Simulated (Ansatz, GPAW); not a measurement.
PdGe3 and the functional, program beside program

```
Pd Ge
1.0
     4.14202    0.00000    0.00000
     0.00000    4.14202    0.00000
     0.00000    0.00000    4.14202
Pd Ge
1 3
Direct
  0.00000 0.00000 0.00000
  0.50000 0.50000 0.00000
  0.50000 0.00000 0.50000
  0.00000 0.50000 0.50000
```

The cell comes from a database or a generator and needn't be the stable form of this composition.

Kept alike: task band structure; k mesh 7 × 7 × 7; occupations fermi-dirac, width 0.05 eV; no spin polarisation. The mesh is that of the run's cell of 4 atoms. No spin-orbit coupling.

- A: GPAW; the program's PAW data sets (release 1.2.1) made for this functional (LDA); GPAW PAW data sets (gpaw-data 1.2.1) (PBE); PAW data sets generated for this functional (PBEsol), cutoff 600 eV
- B: Ansatz, all-electron LAPW, scalar-relativistic

```csv
functional,A: pressure (GPa),B: pressure (GPa)
LDA,-7.06,-6.98
PBE,-0.25,-0.08
PBEsol,-4.80,-4.69
```

Pressure is positive in compression; plane-wave values hold the error of the finite cutoff. For a metal such a mesh leaves the last digits unconverged.

Task: How large is the effect of the functional, and do the programs agree on it?

Result: From LDA to PBE the pressure moves by +6.81 in A, +6.90 in B (GPa). Row by row the programs differ by 0.08 to 0.17, and over this span the shifts, as printed, agree within about 1 %. Shifts from LDA: PBE +6.81, +6.90; PBEsol +2.26, +2.29; the programs' shifts differ by up to 0.09.
